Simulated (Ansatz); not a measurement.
In DFT-r²SCAN in the program Ansatz with PAW potentials, GaAs in the cubic phase (Pm-3n; Ga on 6c, As on 6d) relaxes to a = 6.986 Å.

It is gapped at this level: 0.79 eV (direct). The valence maximum lies at Γ and the conduction minimum at Γ. HSE06 on the same cell gives 1.20 eV. Gap from r²SCAN with spin–orbit coupling: 0.72 eV. Electrons at the band edge weigh 0.048 mₑ (isotropic).

An equation-of-state fit gives a bulk modulus of 54.6 GPa. The relaxed-ion elastic constants in GPa are C11 = 108, C12 = 28.1, C44 = 20.1. The elastic constants imply a Debye temperature near 273 K. Bader charges are Ga +0.77, As -0.77 e.

The start of the workflow was typed in or built on a structure type; neither database checked (COD, Materials Project) lists it. It is not the phase usual at ambient conditions (space group No. 216). Symmetry was held in the r²SCAN relaxation; whether a distortion lowers the energy is not shown. The volume moved by 22 % from the start of the relaxation. Spin–orbit coupling is left out wherever it is not named.

Potentials: the earlier of the program's two PAW sets.
